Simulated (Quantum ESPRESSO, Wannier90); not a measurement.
# SiO2 (P6₄22), plane waves to Wannier functions

Materials Project entry mp-10851; symmetrised, unrelaxed at this level. Not found in the COD (Crystallography Open Database) copy used, which has the formula in other groups; not checked further. Method: PBEsol plane waves in Quantum ESPRESSO 7.5 (PseudoDojo norm-conserving files, 68 Ry, no spin polarisation, no spin-orbit coupling), Bloch states on a 6×6×4 mesh through Γ, Wannier90 4.0.1. Density: 12×12×6 mesh, cold smearing 0.01 Ry.

```
begin unit_cell_cart
ang
    5.0605200535    0.0000000000    0.0000000000
   -2.5302600268    4.3825389227    0.0000000000
    0.0000000000    0.0000000000    5.5413500000
end unit_cell_cart
mp_grid = 6 6 4
```

**Question.** Which shells of neighbouring k-points and which b-vectors and weights does Wannier90 pick for this cell and mesh?

**Answer.** 
```
 *---------------------------------- K-MESH ----------------------------------*
 +----------------------------------------------------------------------------+
 |                    Distance to Nearest-Neighbour Shells                    |
 |                    ------------------------------------                    |
 |          Shell             Distance (Ang^-1)          Multiplicity         |
 |          -----             -----------------          ------------         |
 |             1                   0.238948                      6            |
 |             2                   0.283468                      2            |
 |             3                   0.370743                     12            |
 |             4                   0.413870                      6            |
 |             5                   0.477895                      6            |
 |             6                   0.501640                     12            |
 |             7                   0.555642                     12            |
 |             8                   0.566936                      2            |
       ... (lines left out)
 +----------------------------------------------------------------------------+
 | The b-vectors are chosen automatically                                     |
 | The following shells are used:                       1,  2                 |
 +----------------------------------------------------------------------------+
 |                        Shell   # Nearest-Neighbours                        |
 |                        -----   --------------------                        |
 |                          1               6                                 |
 |                          2               2                                 |
 +----------------------------------------------------------------------------+
 | Completeness relation is fully satisfied [Eq. (B1), PRB 56, 12847 (1997)]  |
 +----------------------------------------------------------------------------+
 |                  b_k Vectors (Ang^-1) and Weights (Ang^2)                  |
 |                  ----------------------------------------                  |
 |            No.         b_k(x)      b_k(y)      b_k(z)        w_b           |
 |            ---        --------------------------------     --------        |
 |             1         0.000000    0.238948    0.000000     5.838121        |
 |             2         0.206935    0.119474    0.000000     5.838121        |
 |             3         0.000000   -0.238948    0.000000     5.838121        |
 |             4         0.206935   -0.119474    0.000000     5.838121        |
 |             5        -0.206935   -0.119474    0.000000     5.838121        |
 |             6        -0.206935    0.119474    0.000000     5.838121        |
 |             7         0.000000    0.000000    0.283468     6.222450        |
 |             8         0.000000    0.000000   -0.283468     6.222450        |
```
